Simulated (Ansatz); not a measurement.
MoPt₃ (Pm-3m); field of 200 T on the spins.

```yaml
crystal:
  lattice:
    - [3.97952, 0.00000, 0.00000]
    - [0.00000, 3.97952, 0.00000]
    - [0.00000, 0.00000, 3.97952]
  atoms:
    - { symbol: Mo, position: [0.00000, 0.00000, 0.00000] }
    - { symbol: Pt, position: [0.50000, 0.50000, 0.00000] }
    - { symbol: Pt, position: [0.50000, 0.00000, 0.50000] }
    - { symbol: Pt, position: [0.00000, 0.50000, 0.50000] }
```

The source of the geometry is a structure from the Materials Project; atoms and cell stay fixed.

Settings: r²SCAN, 9×9×9 k mesh, Fermi–Dirac smearing of 0.05 eV. PAW means Ansatz 0.2.0 on its default frozen-core files. Site moments are integrated in spheres about the atoms. Start moments (μB): Mo1 1.6.

The self-consistent cycle went as follows.

| iteration | Harris–Foulkes energy less the last (meV) | density residual (eV) | M (μB) | ∫|m| (μB) |
| --- | --- | --- | --- | --- |
| 1 | -821.120 | 4.7e+00 | 1.8236 | 1.8419 |
| 2 | -102.312 | 2.1e+00 | 1.8985 | 1.9277 |
| 3 | 94.548 | 1.8e-01 | 2.0800 | 2.1626 |
| 4 | -34.398 | 2.2e-01 | 2.0965 | 2.2313 |
| 5 | 11.000 | 1.1e-02 | 2.1320 | 2.2848 |
| 6 | 7.582 | 6.7e-03 | 2.1417 | 2.3075 |
| 7 | 3.080 | 2.4e-03 | 2.1464 | 2.3195 |
| 8 | 0.631 | 6.5e-04 | 2.1473 | 2.3197 |
| 9 | 0.209 | 2.5e-04 | 2.1466 | 2.3171 |
| 10 | 0.054 | 2.4e-05 | 2.1485 | 2.3204 |
| 11 | 0.027 | 1.0e-05 | 2.1487 | 2.3211 |
| 12 | 0.010 | 3.8e-06 | 2.1487 | 2.3214 |
| 13 | 0.001 | 4.0e-07 | 2.1487 | 2.3212 |
| 14 | 0.000 | 9.8e-08 | 2.1487 | 2.3211 |
| 15 | 0.000 | 2.8e-08 | 2.1487 | 2.3212 |
| 16 | 0.000 | 4.4e-09 | 2.1487 | 2.3211 |
| 17 | 0.000 | 1.4e-09 | 2.1487 | 2.3211 |
| 18 | 0.000 | 3.9e-10 | 2.1487 | 2.3211 |
| 19 | 0.000 | 1.0e-10 | 2.1487 | 2.3211 |
| 20 | 0.000 | 5.1e-11 | 2.1487 | 2.3211 |

Site moments (μB): Mo1 1.64, Pt2 0.10, Pt3 0.10, Pt4 0.10. Cell moment 2.15 μB.

The PAW files were made with PBE; the program remakes their cores once for the run's functional and then keeps them frozen. The Ansatz runs typed with the search for lower states off end where their start leads. Spin–orbit coupling is left out although heavy atoms are present. r²SCAN is known to give itinerant transition metals moments and polarisation energies that are too large. The magnetic state is the one that this cell and start allow. It needn't be the compound's measured order, which may need a larger cell or be absent.
